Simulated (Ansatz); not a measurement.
Problem. Write an Ansatz input for a single-point calculation of LaPb3 with PBEsol (scalar-relativistic), a cutoff of 420 eV (density cutoff 4 times that), a Γ-centred 6×6×6 mesh and Gaussian smearing of 0.05 eV, without spin polarisation. Forces, stress and eigenvalues are wanted. The structure:
```
CELL_PARAMETERS angstrom
4.9222976027 0.0000000000 0.0000000000
0.0000000000 4.9222976027 0.0000000000
0.0000000000 0.0000000000 4.9222976027
ATOMIC_POSITIONS crystal
La 0.0000000000 0.0000000000 0.0000000000
Pb 0.0000000000 0.5000000000 0.5000000000
Pb 0.5000000000 0.5000000000 0.0000000000
Pb 0.5000000000 0.0000000000 0.5000000000
```

Solution. 
```yaml
crystal:
  lattice:
    - [4.9222976027, 0.0, 0.0]
    - [0.0, 4.9222976027, 0.0]
    - [0.0, 0.0, 4.9222976027]
  atoms:
    - { symbol: La, position: [0.0, 0.0, 0.0] }
    - { symbol: Pb, position: [0.0, 0.5, 0.5] }
    - { symbol: Pb, position: [0.5, 0.5, 0.0] }
    - { symbol: Pb, position: [0.5, 0.0, 0.5] }
basis:
  ecutwfc: 420
  ecutrho_ratio: 4
kpoints:
  mp_grid: { grid: [6, 6, 6] }
hamiltonian:
  xc: pbesol
scf:
  occupations: { method: gaussian, width: 0.05 }
output:
  forces: true
  stress: true
  eigenvalues: true
```

Run as written, it has 53 valence electrons, 2325 plane waves at Γ, 48 symmetry operations and 20 irreducible k-points; it took 6 SCF iterations in all. It took roughly 11 core-seconds on a shared host.

The start was a prototype's sites filled with these elements; the Crystallography Open Database holds the compound in this structure.
